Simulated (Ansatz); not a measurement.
Input, command and steps of an Ansatz relaxation.

```yaml
crystal:
  lattice:
    - [5.5594049829, 0.0, 0.0]
    - [0.0, 5.7286817372, 0.0]
    - [0.0, 0.0, 3.7419072001]
  atoms:
    - { symbol: Re, position: [0.225, 0.825, 0.5] }
    - { symbol: Re, position: [0.725, 0.675, 0.0] }
    - { symbol: Re, position: [0.775, 0.175, 0.5] }
    - { symbol: Re, position: [0.275, 0.325, 0.0] }
    - { symbol: Sb, position: [0.5, 0.5, 0.5] }
    - { symbol: Sb, position: [0.0, 0.0, 0.0] }
basis:
  ecutwfc: 420
kpoints:
  mp_grid: { grid: [4, 4, 4] }
hamiltonian:
  xc: pbe
scf:
  occupations: { method: gaussian, width: 0.1 }
  lower_state_search: "off"
output:
  forces: true
  stress: true
  eigenvalues: true
relax:
  adjacent_minimum: "off"
  f_tol: 0.04
  max_steps: 70
  cell: { stress_tol: 0.4 }
```

```bash
ansatz run input.yaml --threads 1 --pin off --max-ram 2560MiB --backend cpu --events-out ev --progress --plain --runs-dir out
```

Computed with DFT PBE, scalar-relativistic, plane waves, PAW in Ansatz 0.2.0.

Of 33 frames 10 are shown, positions in Å and forces in eV/Å; the SCF threshold varies from step to step. Steps run on the plane waves of an earlier cell, with a Pulay correction in the pressure. The basis is chosen afresh for the last frame, the zero of the energies, and at times for earlier ones too; energy and pressure step there, also at an unchanged geometry. Here that happened at steps 14 (-47 meV/atom, 3.3 GPa), 31 (-2 meV/atom, 0.4 GPa); the frames before carry an error of that size. The mark taken_back stands on steps that the optimiser undid.

```xyz
6
Lattice="5.5594 0.0000 0.0000 0.0000 5.7287 0.0000 0.0000 0.0000 3.7419" Properties=species:S:1:pos:R:3:forces:R:3 pbc="T T T" step=1 free_energy_over_end_meV_per_atom=1922.28 pressure_GPa=22.49
Re    1.2509    4.7262    1.8710    0.6148    1.2761    0.0000
Re    4.0306    3.8669    0.0000    0.6148   -1.2761    0.0000
Re    4.3085    1.0025    1.8710   -0.6148   -1.2761    0.0000
Re    1.5288    1.8618    0.0000   -0.6148    1.2761    0.0000
Sb    2.7797    2.8643    1.8710    0.0000    0.0000    0.0000
Sb    0.0000    0.0000    0.0000    0.0000    0.0000    0.0000
6
Lattice="5.2585 0.0000 0.0000 0.0000 5.7391 0.0000 0.0000 0.0000 4.2400" Properties=species:S:1:pos:R:3:forces:R:3 pbc="T T T" step=5 free_energy_over_end_meV_per_atom=740.32 pressure_GPa=-1.24
Re    1.5442    5.2824    2.1200    0.1329   -0.5296    0.0000
Re    4.1735    3.3262    0.0000    0.1329    0.5296    0.0000
Re    3.7143    0.4567    2.1200   -0.1329    0.5296    0.0000
Re    1.0850    2.4129    0.0000   -0.1329   -0.5296    0.0000
Sb    2.6293    2.8695    2.1200    0.0000    0.0000    0.0000
Sb    0.0000    0.0000    0.0000    0.0000    0.0000    0.0000
6
Lattice="4.4621 0.0000 0.0000 0.0000 6.0764 0.0000 0.0000 0.0000 4.5562" Properties=species:S:1:pos:R:3:forces:R:3 pbc="T T T" step=8 free_energy_over_end_meV_per_atom=550.33 pressure_GPa=2.37
Re    1.2656    5.4361    2.2781   -0.4940    0.1977    0.0000
Re    3.4967    3.6785    0.0000   -0.4940   -0.1977    0.0000
Re    3.1965    0.6403    2.2781    0.4940   -0.1977    0.0000
Re    0.9654    2.3979    0.0000    0.4940    0.1977    0.0000
Sb    2.2310    3.0382    2.2781    0.0000    0.0000    0.0000
Sb    0.0000    0.0000    0.0000    0.0000    0.0000    0.0000
6
Lattice="3.9754 0.0000 0.0000 0.0000 6.6049 0.0000 0.0000 0.0000 4.6132" Properties=species:S:1:pos:R:3:forces:R:3 pbc="T T T" step=12 free_energy_over_end_meV_per_atom=451.03 pressure_GPa=-0.07
Re    1.1035    5.8527    2.3066    0.0554   -0.0707    0.0000
Re    3.0912    4.0546    0.0000    0.0554    0.0707    0.0000
Re    2.8719    0.7522    2.3066   -0.0554    0.0707    0.0000
Re    0.8842    2.5502    0.0000   -0.0554   -0.0707    0.0000
Sb    1.9877    3.3024    2.3066    0.0000    0.0000    0.0000
Sb    0.0000    0.0000    0.0000    0.0000    0.0000    0.0000
6
Lattice="3.8506 0.0000 0.0000 0.0000 6.6898 0.0000 0.0000 0.0000 4.7220" Properties=species:S:1:pos:R:3:forces:R:3 pbc="T T T" step=15 free_energy_over_end_meV_per_atom=384.01 pressure_GPa=1.73
Re    1.0561    5.9188    2.3610    0.1079    0.0036    0.0000
Re    2.9814    4.1159    0.0000    0.1079   -0.0036    0.0000
Re    2.7945    0.7710    2.3610   -0.1079   -0.0036    0.0000
Re    0.8692    2.5739    0.0000   -0.1079    0.0036    0.0000
Sb    1.9253    3.3449    2.3610    0.0000    0.0000    0.0000
Sb    0.0000    0.0000    0.0000    0.0000    0.0000    0.0000
6
Lattice="3.3325 0.0000 0.0000 0.0000 6.9582 0.0000 0.0000 0.0000 5.2558" Properties=species:S:1:pos:R:3:forces:R:3 pbc="T T T" step=19 free_energy_over_end_meV_per_atom=372.23 pressure_GPa=1.44 taken_back
Re    0.8534    6.1285    2.6279    0.0314   -0.8380    0.0000
Re    2.5196    4.3088    0.0000    0.0314    0.8380    0.0000
Re    2.4791    0.8297    2.6279   -0.0314    0.8380    0.0000
Re    0.8129    2.6494    0.0000   -0.0314   -0.8380    0.0000
Sb    1.6662    3.4791    2.6279    0.0000    0.0000    0.0000
Sb    0.0000    0.0000    0.0000    0.0000    0.0000    0.0000
6
Lattice="3.0814 0.0000 0.0000 0.0000 7.1612 0.0000 0.0000 0.0000 5.1125" Properties=species:S:1:pos:R:3:forces:R:3 pbc="T T T" step=22 free_energy_over_end_meV_per_atom=269.83 pressure_GPa=-0.74
Re    0.7958    6.2024    2.5562    0.2193   -1.2455    0.0000
Re    2.3365    4.5393    0.0000    0.2193    1.2455    0.0000
Re    2.2856    0.9587    2.5562   -0.2193    1.2455    0.0000
Re    0.7449    2.6218    0.0000   -0.2193   -1.2455    0.0000
Sb    1.5407    3.5806    2.5562    0.0000    0.0000    0.0000
Sb    0.0000    0.0000    0.0000    0.0000    0.0000    0.0000
6
Lattice="2.9631 0.0000 0.0000 0.0000 7.5242 0.0000 0.0000 0.0000 4.5437" Properties=species:S:1:pos:R:3:forces:R:3 pbc="T T T" step=26 free_energy_over_end_meV_per_atom=23.04 pressure_GPa=1.84
Re    0.7678    6.3141    2.2718    0.2819   -0.1844    0.0000
Re    2.2493    4.9722    0.0000    0.2819    0.1844    0.0000
Re    2.1954    1.2101    2.2718   -0.2819    0.1844    0.0000
Re    0.7138    2.5520    0.0000   -0.2819   -0.1844    0.0000
Sb    1.4816    3.7621    2.2718    0.0000    0.0000    0.0000
Sb    0.0000    0.0000    0.0000    0.0000    0.0000    0.0000
6
Lattice="2.9770 0.0000 0.0000 0.0000 7.6498 0.0000 0.0000 0.0000 4.4636" Properties=species:S:1:pos:R:3:forces:R:3 pbc="T T T" step=29 free_energy_over_end_meV_per_atom=2.78 pressure_GPa=0.01
Re    0.9035    6.4066    2.2318    0.0150    0.1144    0.0000
Re    2.3920    5.0681    0.0000    0.0150   -0.1144    0.0000
Re    2.0735    1.2432    2.2318   -0.0150   -0.1144    0.0000
Re    0.5850    2.5817    0.0000   -0.0150    0.1144    0.0000
Sb    1.4885    3.8249    2.2318    0.0000    0.0000    0.0000
Sb    0.0000    0.0000    0.0000    0.0000    0.0000    0.0000
6
Lattice="2.9804 0.0000 0.0000 0.0000 7.6730 0.0000 0.0000 0.0000 4.4549" Properties=species:S:1:pos:R:3:forces:R:3 pbc="T T T" step=33 free_energy_over_end_meV_per_atom=0.00 pressure_GPa=-0.16
Re    0.9204    6.4330    2.2274    0.0004   -0.0121    0.0000
Re    2.4106    5.0766    0.0000    0.0004    0.0121    0.0000
Re    2.0600    1.2400    2.2274   -0.0004    0.0121    0.0000
Re    0.5698    2.5965    0.0000   -0.0004   -0.0121    0.0000
Sb    1.4902    3.8365    2.2274    0.0000    0.0000    0.0000
Sb    0.0000    0.0000    0.0000    0.0000    0.0000    0.0000
```

The start puts this composition into another compound's structure type, which needn't suit it. At the end the space group is Pnnm (tolerance 0.05 Å).

It took 10 min on 1 thread of Arm Neoverse N1, with other jobs on the host, peak memory 0.47 GiB.

The k mesh is coarse. Spin–orbit coupling is left out, which can shift energies with elements as heavy as these.